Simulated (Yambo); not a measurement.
G0W0@PBEsol for Na3P (space group P6_3/mmc, No. 194) in Yambo. Reference settings: 3×3×2 Γ-centred k mesh, bands 7 to 265 and a 7 Ry block in the screening, 265 bands in G with the Bruneval-Gonze terminator, plasmon pole fitted at 27.2 eV. The PBEsol gap Γ → Γ on this mesh is 0.44 eV; G0W0 gaps are taken between the same points.

The settings were changed. The gap went from 1.09 eV to 1.02 eV, and the shift of the valence edge from -0.67 eV to -0.51 eV.

Problem. Name the change that produced these shifts.
A. 171 bands in G
B. 3 Ry block
C. 6 Ry block
D. 171 bands in G, no terminator

Solution. D, 171 bands in G, no terminator. The others gave (gap, valence shift): 6 Ry block: 1.08, -0.65 eV; 171 bands in G: 1.08, -0.65 eV; 3 Ry block: 0.92, -0.45 eV.

Geometry of the Materials Project entry, not relaxed at this level; primitive cell a = 4.920 Å, b = 4.920 Å, c = 8.765 Å, α = 90.00°, β = 90.00°, γ = 120.00°.

A shift is the quasiparticle energy of the state minus its PBEsol energy.
